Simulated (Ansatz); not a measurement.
All numbers below come from DFT PBE, scalar-relativistic, plane waves, PAW (Ansatz 0.2.0). All cells share a 420 eV cutoff and Γ-centred k meshes spaced at most about 0.3 Å⁻¹ (about 0.25 or finer for metals, 2π included). No spin polarisation in the final relaxations.

These are static total energies at zero pressure.

Two forms of CdTeS4 were relaxed alike.

A.

```yaml
crystal:
  lattice:
    - [3.97739, 0.00000, 0.00000]
    - [-1.98870, 3.44452, 0.00000]
    - [0.00000, 0.00000, 11.50733]
  atoms:
    - { symbol: Cd, position: [0.00000, 0.00000, 0.50000] }
    - { symbol: Te, position: [0.66667, 0.33333, 0.00000] }
    - { symbol: S, position: [0.66667, 0.33333, 0.60333] }
    - { symbol: S, position: [0.00000, 0.00000, 0.85819] }
    - { symbol: S, position: [0.00000, 0.00000, 0.14181] }
    - { symbol: S, position: [0.66667, 0.33333, 0.39667] }
```

B.

```yaml
crystal:
  lattice:
    - [0.00000, 3.91485, 3.91485]
    - [3.91485, 0.00000, 3.91485]
    - [3.91485, 3.91485, 0.00000]
  atoms:
    - { symbol: Cd, position: [0.75000, 0.75000, 0.75000] }
    - { symbol: Te, position: [0.00000, 0.00000, 0.00000] }
    - { symbol: S, position: [0.38423, 0.84732, 0.38423] }
    - { symbol: S, position: [0.38423, 0.38423, 0.84732] }
    - { symbol: S, position: [0.38423, 0.38423, 0.38423] }
    - { symbol: S, position: [0.84732, 0.38423, 0.38423] }
```

**Question.** Which would you expect to be lower, and how large is the difference?

**Answer.** A is lower, by 0.58 eV/atom. A has space group P-6m2 (No. 187), 26.3 Å³/atom and no gap on its mesh; B has space group F-43m (No. 216), 20.0 Å³/atom and no gap. Counting S or Te atoms around Cd (for each partner element, those within 1.25 times its shortest distance or 1.15 times the sum of covalent radii, where it is the nearest in units of that sum or under 1.3; the shortest distance is added where it exceeds 1.18 times the sum of covalent radii), A has Cd 6 and B has Cd 16 from 3.2 Å. A holds S–S pairs (shortest 2.38 Å); in B the shortest S–S distance is 2.56 Å, near bonding range too. Even the lower one lies +0.25 eV/atom against the reference forms of the elements (uncorrected), so neither is stable at this level. In A, around Cd lie 6 S at 2.59 Å; around Te lie 6 S at 2.82 Å; around S on its first site lie 1 S at 2.38 Å and 3 Cd at 2.59 Å; 1 more site not described. In B, Cd has 12 S at 3.23 Å and 4 Te at 3.39 Å; Te is surrounded by 12 S at 3.27 Å and 4 Cd at 3.39 Å; around S lie 3 S at 2.56 Å, 3 S at 2.97 Å, 3 Cd at 3.23 Å and 3 Te at 3.27 Å. Both come from invented guesses.

Weakly bound directions are ill-defined at this level, which has no dispersion term (P-6m2), and this can change margins and order among such cells. These runs have no spin–orbit coupling, which can matter for Te. Cells relaxed within their symmetry can be saddle points.
